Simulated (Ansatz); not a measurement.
Fe₃Ge (Cu3Au type, Pm-3m) at seven volumes, DFT-r²SCAN in the program Ansatz with PAW potentials, scaled uniformly. One row is withheld.

| V (Å³/atom) | P (GPa) |
|---|---|
| 11.176 | 18.98 |
| 11.545 | 12.09 |
| 11.913 | 5.43 |
| 12.282 | 0.00 |
| 12.650 | ? |
| 13.019 | -8.18 |
| 13.387 | -11.51 |

Q: Fit the shown pressures and predict the withheld one.

A: P = (3/2)B₀(x^(7/2) − x^(5/2))[1 + (3/4)(B′ − 4)(x − 1)] with x = (V₀/V)^(2/3). Least squares on the six rows gives V₀ = 12.295 Å³/atom, B₀ = 163 GPa, B′ = 4.34. At V = 12.650, x = 0.9812 and P = -4.36 GPa. The run itself gave -4.16 GPa.

The workflow started from a Materials Project entry (that database holds measured and hypothetical structures alike); the Crystallography Open Database copy checked does not list it. COD files the formula under space group No. 194, so this cell is another polymorph or a model. Its standing as an ambient phase is unchecked. The cell was relaxed with r²SCAN under the symmetry of its start; whether a distortion lowers the energy is not shown. Magnetic state: ferromagnetic, chosen from 4 collinear starts compared on coarse meshes (ties went to the first, and starts can fall back to one state), not a proven ground state. Other orbital occupations within this spin state were not tried.

Potentials: the later of the program's two PAW sets.
